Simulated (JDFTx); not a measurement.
Reference run:

```json
{
 "surface": "Re(0001)",
 "bulk": "Re, P6_3/mmc, lattice of mp-8 (not re-optimised)",
 "slab": "4 atoms in 4 planes, 1x1, 6.7 Å between the outermost planes",
 "in-plane cell": "2.765 × 2.765 Å, 6.62 Å²",
 "cell_height": "22.7 Å",
 "sampling": "8×8×1 k mesh, Fermi smearing 0.01 Ha, no spin polarisation"
}
```

The reference is PBE, GBRV ultrasoft potentials, plane waves to 20/80 Ha; code: JDFTx (a modified build). Unrelaxed; liquid: CANDLE, water, 1 M NaF. The electron chemical potential μ is absolute (zero in the bulk liquid) and is turned into a potential by U = −μ/e − 4.44 V vs SHE, a convention.

| density cutoff alone | work function (eV) | U_pzc (V) | k states × plane waves | cycles, vacuum run | rough core time, vacuum run |
|---|---|---|---|---|---|
| 80 Ha | 5.05 | 0.26 | 10 × 4332 | 19 | 2 min |
| 130 Ha | 5.05 | 0.26 | 10 × 4332 | 19 | 3 min |
| 200 Ha | 5.05 | 0.26 | 10 × 4332 | 19 | 4 min |

The work function stays within 0.01 eV over all these settings; capacitances repeat to about ±0.2 μF/cm². The times are rough (shared hosts); only ratios past two mean anything.
